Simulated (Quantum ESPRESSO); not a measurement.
# W2GaCu3InAl: input and log of a self-consistent run

Computed values, not a measurement. The program is pw.x of Quantum ESPRESSO 7.5 (plane-wave density functional theory). The cell is made up: eight metal atoms on a hexagonal close-packed lattice, with elements, volume, strain and displacements drawn at random and not relaxed, so it may be unstable or far from any real phase. PseudoDojo standard norm-conserving files set the functional (PBE unless stated); there is no spin polarisation or spin-orbit coupling, the Fermi-Dirac width of 0.25 eV means electrons at about 2900 K, and the masses in the input are unused placeholders. The copper pseudopotential is less sure than most, with forces differing by about three percent and pressure by about two GPa from a second method on plain copper. Heavy elements are run without spin-orbit coupling, which real alloys of them have. A spin test at this wide smearing found no moment, but such smearing suppresses magnetism that the real alloy may have.

Input:

```
&control calculation='scf', pseudo_dir='./dojo.nc.sr.pbe.v0_5.standard.upf', outdir='./o', disk_io='minimal', tprnfor=.true., tstress=.true. /
&system ibrav=0, nat=8, ntyp=5, nbnd=69, ecutwfc=92.02030273, nosym=.true., tot_charge=0,
 occupations='smearing', smearing='fd', degauss=0.0183746611
/
&electrons conv_thr=1.470e-08, electron_maxstep=70, mixing_beta=0.5 /
ATOMIC_SPECIES
Al 1.0 Al.upf
Cu 1.0 Cu.upf
Ga 1.0 Ga.upf
In 1.0 In.upf
W 1.0 W.upf
CELL_PARAMETERS angstrom
0.0 0.0 4.3608
5.5174 0.0 0.0
-2.7587 4.7782 0.0
ATOMIC_POSITIONS angstrom
W -0.0969 -0.1747 -0.0429
Ga -1.2677 2.4235 -0.0613
Cu 2.7475 0.0662 0.0569
W 1.3269 2.4306 0.0175
In -0.1065 1.6073 2.1736
Cu -1.3569 4.1054 2.154
Cu 2.8054 1.5681 2.2575
Al 1.4402 4.0204 2.1362
K_POINTS automatic
5 5 5 1 1 1
```

The log is shortened where brackets say so; the opening notice, blank lines, dates and the lines on written files are dropped, and the path of the files is cut. It prints rydbergs, bohrs and kilobars, and counts compression as positive stress. Its total energy is the free energy E - TS of the whole cell.

```
     Program PWSCF v.7.5
     Parallel version (MPI & OpenMP), running on       4 processor cores
     Number of MPI processes:                 4
     Threads/MPI process:                     1
     [start-up lines left out]
     bravais-lattice index     =            0
     lattice parameter (alat)  =       8.2407  a.u.
     unit-cell volume          =     775.8211 (a.u.)^3
     number of atoms/cell      =            8
     number of atomic types    =            5
     number of electrons       =       114.00
     number of Kohn-Sham states=           69
     kinetic-energy cutoff     =      92.0203  Ry
     charge density cutoff     =     368.0812  Ry
     scf convergence threshold =      1.5E-08
     mixing beta               =       0.5000
     number of iterations used =            8  plain     mixing
     Exchange-correlation= PBE
                           (   1   4   3   4   0   0   0)
     [axes and pseudopotential details left out]
   Cartesian axes
     site n.     atom                  positions (alat units)
         1        W      tau(   1) = (  -0.0222207  -0.0400615  -0.0098376  )
         2        Ga     tau(   2) = (  -0.2907035   0.5557467  -0.0140571  )
         3        Cu     tau(   3) = (   0.6300449   0.0151807   0.0130481  )
         4        W      tau(   4) = (   0.3042790   0.5573748   0.0040130  )
         5        In     tau(   5) = (  -0.0244221   0.3685792   0.4984407  )
         6        Cu     tau(   6) = (  -0.3111585   0.9414328   0.4939461  )
         7        Cu     tau(   7) = (   0.6433223   0.3595900   0.5176802  )
         8        Al     tau(   8) = (   0.3302605   0.9219409   0.4898642  )
     number of k points=    63  Fermi-Dirac smearing, width (Ry)=  0.0184
                       cart. coord. in units 2pi/alat
        k(    1) = (   0.0790372   0.1368967   0.1000000), wk =   0.0320000
        k(    2) = (   0.0790372   0.3194257   0.1000000), wk =   0.0320000
     [further k points left out]
     Dense  grid:    92487 G-vectors     FFT dimensions: (  54,  64,  64)
     Estimated max dynamical RAM per process >     370.52 MB
     Estimated total dynamical RAM >       1.38 GB
     Initial potential from superposition of free atoms
     starting charge     113.9890, renormalised to     114.0000
     Starting wfcs are   72 randomized atomic wfcs
     total cpu time spent up to now is        9.2 secs
     per-process dynamical memory:   286.9 Mb
     Self-consistent Calculation
     iteration #  1     ecut=    92.02 Ry     beta= 0.50
     Davidson diagonalization with overlap
     ethr =  1.00E-02,  avg # of iterations =  5.2
     total cpu time spent up to now is       34.5 secs
     total energy              =   -1725.29238192 Ry
     estimated scf accuracy    <       9.54820995 Ry
     iteration #  2     ecut=    92.02 Ry     beta= 0.50
     Davidson diagonalization with overlap
     ethr =  8.38E-03,  avg # of iterations =  3.0
     total cpu time spent up to now is       56.8 secs
     total energy              =   -1729.46122236 Ry
     estimated scf accuracy    <      27.64830677 Ry
     iteration #  3     ecut=    92.02 Ry     beta= 0.50
     Davidson diagonalization with overlap
     ethr =  8.38E-03,  avg # of iterations =  2.6
     total cpu time spent up to now is       77.1 secs
     total energy              =   -1731.35637729 Ry
     estimated scf accuracy    <       2.92733077 Ry
     iteration #  4     ecut=    92.02 Ry     beta= 0.50
     Davidson diagonalization with overlap
     ethr =  2.57E-03,  avg # of iterations =  2.0
     total cpu time spent up to now is       96.7 secs
     total energy              =   -1731.20434963 Ry
     estimated scf accuracy    <       1.01293476 Ry
     iteration #  5     ecut=    92.02 Ry     beta= 0.50
     Davidson diagonalization with overlap
     ethr =  8.89E-04,  avg # of iterations =  5.3
     total cpu time spent up to now is      120.9 secs
     total energy              =   -1731.34486328 Ry
     estimated scf accuracy    <       0.01977306 Ry
     [iterations 6 to 10 left out]
     iteration # 11     ecut=    92.02 Ry     beta= 0.50
     Davidson diagonalization with overlap
     ethr =  5.11E-08,  avg # of iterations =  2.7
     total cpu time spent up to now is      260.3 secs
     total energy              =   -1731.35445422 Ry
     estimated scf accuracy    <       0.00001342 Ry
     iteration # 12     ecut=    92.02 Ry     beta= 0.50
     Davidson diagonalization with overlap
     ethr =  1.18E-08,  avg # of iterations =  2.2
     total cpu time spent up to now is      281.9 secs
     total energy              =   -1731.35445509 Ry
     estimated scf accuracy    <       0.00000300 Ry
     iteration # 13     ecut=    92.02 Ry     beta= 0.50
     Davidson diagonalization with overlap
     ethr =  2.63E-09,  avg # of iterations =  2.3
     total cpu time spent up to now is      304.0 secs
     total energy              =   -1731.35445545 Ry
     estimated scf accuracy    <       0.00000211 Ry
     iteration # 14     ecut=    92.02 Ry     beta= 0.50
     Davidson diagonalization with overlap
     ethr =  1.85E-09,  avg # of iterations =  2.0
     total cpu time spent up to now is      324.3 secs
     total energy              =   -1731.35445570 Ry
     estimated scf accuracy    <       0.00000003 Ry
     iteration # 15     ecut=    92.02 Ry     beta= 0.50
     Davidson diagonalization with overlap
     ethr =  2.47E-11,  avg # of iterations =  5.0
     total cpu time spent up to now is      353.4 secs
     End of self-consistent calculation
     [lines on levels left out]
!    total energy              =   -1731.35445572 Ry
     estimated scf accuracy    <          4.3E-09 Ry
     smearing contrib. (-TS)   =      -0.06280484 Ry
     internal energy E=F+TS    =   -1731.29165087 Ry
     The total energy is F=E-TS. E is the sum of the following terms:
     one-electron contribution =    -887.39923066 Ry
     hartree contribution      =     520.31567646 Ry
     xc contribution           =    -290.79012944 Ry
     ewald contribution        =   -1073.41796722 Ry
     convergence has been achieved in  15 iterations
     Forces acting on atoms (cartesian axes, Ry/au):
     atom    1 type  5   force =     0.04034993    0.01653185    0.00871048
     atom    2 type  3   force =    -0.08839346    0.03531452    0.02017696
     atom    3 type  2   force =    -0.01662603    0.00447622   -0.00675522
     atom    4 type  5   force =     0.07753348   -0.01690066   -0.01123330
     atom    5 type  4   force =     0.04911865   -0.00809547   -0.01684302
     atom    6 type  2   force =     0.00933360    0.00186896   -0.00097008
     atom    7 type  2   force =    -0.03223698    0.00020906   -0.00760693
     atom    8 type  1   force =    -0.03907919   -0.03340448    0.01452110
     Total force =     0.158160     Total SCF correction =     0.000177
     Computing stress (Cartesian axis) and pressure
          total   stress  (Ry/bohr**3)                   (kbar)     P=      127.53
   0.00075540   0.00008635  -0.00009363          111.12       12.70      -13.77
   0.00008635   0.00054754   0.00001670           12.70       80.55        2.46
  -0.00009363   0.00001670   0.00129790          -13.77        2.46      190.93
     init_run     :      8.59s CPU      8.94s WALL (       1 calls)
     electrons    :    343.31s CPU    344.27s WALL (       1 calls)
     forces       :      3.51s CPU      3.53s WALL (       1 calls)
     stress       :     12.82s CPU     12.83s WALL (       1 calls)
     [timing details left out]
     PWSCF        :   6m 8.46s CPU   6m 9.82s WALL
     JOB DONE.
```

In other units: free energy -23556.277 eV for the cell, pressure 12.75 GPa, largest force component 2.273 eV/Å in size. The run took 372 s of wall time with four MPI processes on a shared machine (Intel Xeon, older, virtual cores), so the time is rough. A rerun of this cell at a higher cutoff and on a denser mesh moved values by no more than 0.004 eV in energy, 0.03 GPa in stress and 0.013 eV/Å in force, and a second program with other atomic files agreed on that cell to 2 % rms in force and 0.5 GPa in pressure.